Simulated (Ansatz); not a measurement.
BaCdSbF:
```cif
data_Ba2Cd2F2Sb2
_chemical_formula_sum 'Ba2 Cd2 Sb2 F2'
_space_group_name_H-M_alt 'P 1'
_space_group_IT_number 1
_cell_length_a 4.61586
_cell_length_b 4.61586
_cell_length_c 9.79736
_cell_angle_alpha 90.000
_cell_angle_beta 90.000
_cell_angle_gamma 90.000
loop_
_space_group_symop_operation_xyz
  'x, y, z'
loop_
_atom_site_label
_atom_site_type_symbol
_atom_site_fract_x
_atom_site_fract_y
_atom_site_fract_z
_atom_site_occupancy
Ba1 Ba 0.00000 0.50000 0.63945 1
Ba2 Ba 0.50000 0.00000 0.36055 1
Cd1 Cd 0.50000 0.50000 0.00000 1
Cd2 Cd 0.00000 0.00000 0.00000 1
Sb1 Sb 0.00000 0.50000 0.18535 1
Sb2 Sb 0.50000 0.00000 0.81465 1
F1 F 0.50000 0.50000 0.50000 1
F2 F 0.00000 0.00000 0.50000 1
```

Relaxed with r²SCAN.

**Question.** Which orbitals make up the states near the band edges in r²SCAN in the plane-wave PAW code Ansatz?

**Answer.** Top 1 eV of the valence band: Sb 5p 88 %, outside the projected shells 6 %. Bottom 1 eV of the conduction band: Cd 5s 64 %, Sb 5p 10 %, outside the projected shells 21 %. Projections are on Löwdin-orthogonalised atomic valence shells; empty p or d shells of many metals are not among them.

**Question.** Tabulate the density of states.

**Answer.** States/eV per cell of 8 atoms, in 0.25 eV bins, energy from the valence-band maximum.

| E (eV) | total | F 2p | Sb 5p | Cd 5s |
|---|---|---|---|---|
| -7.85 | 1.14 | 0.01 | 0.00 | 0.01 |
| -7.60 | 0.00 | 0.00 | 0.00 | 0.00 |
| -7.35 | 0.00 | 0.00 | 0.00 | 0.00 |
| -7.10 | 0.00 | 0.00 | 0.00 | 0.00 |
| -6.85 | 0.00 | 0.00 | 0.00 | 0.00 |
| -6.60 | 0.00 | 0.00 | 0.00 | 0.00 |
| -6.35 | 0.00 | 0.00 | 0.00 | 0.00 |
| -6.10 | 16.81 | 15.41 | 0.22 | 0.04 |
| -5.85 | 19.72 | 18.50 | 0.18 | 0.03 |
| -5.60 | 11.48 | 10.93 | 0.05 | 0.01 |
| -5.35 | 0.00 | 0.00 | 0.00 | 0.00 |
| -5.10 | 0.00 | 0.00 | 0.00 | 0.00 |
| -4.85 | 0.00 | 0.00 | 0.00 | 0.00 |
| -4.60 | 0.00 | 0.00 | 0.00 | 0.00 |
| -4.35 | 1.96 | 0.06 | 0.99 | 0.57 |
| -4.10 | 8.04 | 0.18 | 3.89 | 2.59 |
| -3.85 | 3.12 | 0.10 | 1.49 | 0.90 |
| -3.60 | 0.74 | 0.01 | 0.41 | 0.24 |
| -3.35 | 0.68 | 0.01 | 0.40 | 0.21 |
| -3.10 | 0.38 | 0.00 | 0.23 | 0.10 |
| -2.85 | 0.34 | 0.00 | 0.22 | 0.08 |
| -2.60 | 1.92 | 0.02 | 1.51 | 0.08 |
| -2.35 | 2.29 | 0.02 | 1.85 | 0.09 |
| -2.10 | 2.87 | 0.03 | 2.37 | 0.06 |
| -1.85 | 3.78 | 0.04 | 3.17 | 0.05 |
| -1.60 | 5.23 | 0.06 | 4.41 | 0.07 |
| -1.35 | 4.46 | 0.05 | 3.82 | 0.04 |
| -1.10 | 4.87 | 0.05 | 4.21 | 0.01 |
| -0.85 | 3.10 | 0.04 | 2.71 | 0.01 |
| -0.60 | 2.02 | 0.01 | 1.78 | 0.00 |
| -0.35 | 1.49 | 0.01 | 1.33 | 0.00 |
| -0.10 | 0.71 | 0.00 | 0.65 | 0.00 |
| 0.15 | 0.00 | 0.00 | 0.00 | 0.00 |
| 0.40 | 0.00 | 0.00 | 0.00 | 0.00 |
| 0.65 | 0.02 | 0.00 | 0.00 | 0.02 |
| 0.90 | 0.14 | 0.00 | 0.01 | 0.11 |
| 1.15 | 0.25 | 0.00 | 0.02 | 0.17 |
| 1.40 | 0.38 | 0.00 | 0.05 | 0.22 |
| 1.65 | 0.68 | 0.00 | 0.10 | 0.35 |
| 1.90 | 2.42 | 0.02 | 0.46 | 0.86 |
| 2.15 | 9.07 | 0.07 | 1.93 | 2.41 |
| 2.40 | 8.57 | 0.05 | 1.60 | 1.65 |
| 2.65 | 4.78 | 0.02 | 0.72 | 0.60 |
| 2.90 | 2.21 | 0.01 | 0.13 | 0.08 |
| 3.15 | 2.67 | 0.01 | 0.10 | 0.05 |
| 3.40 | 4.08 | 0.02 | 0.10 | 0.05 |
| 3.65 | 5.24 | 0.03 | 0.13 | 0.07 |
| 3.90 | 4.36 | 0.02 | 0.09 | 0.05 |
| 4.15 | 7.30 | 0.04 | 0.13 | 0.06 |
| 4.40 | 8.14 | 0.04 | 0.18 | 0.07 |
| 4.65 | 7.13 | 0.04 | 0.18 | 0.07 |
| 4.90 | 8.18 | 0.05 | 0.22 | 0.11 |
| 5.15 | 6.93 | 0.05 | 0.22 | 0.11 |
| 5.40 | 8.28 | 0.05 | 0.25 | 0.13 |

Space group P4/nmm. The first step of the workflow began from a Materials Project structure, measured or hypothetical; the Crystallography Open Database files this formula in space group No. 129, but the cells were not matched. Whether it is the stable phase at ambient conditions was not checked. The cell was relaxed with r²SCAN under the symmetry of its start; its stability against distortions is not shown here. Spin–orbit coupling is left out wherever it is not named.

Potentials: the later of the program's two PAW sets.
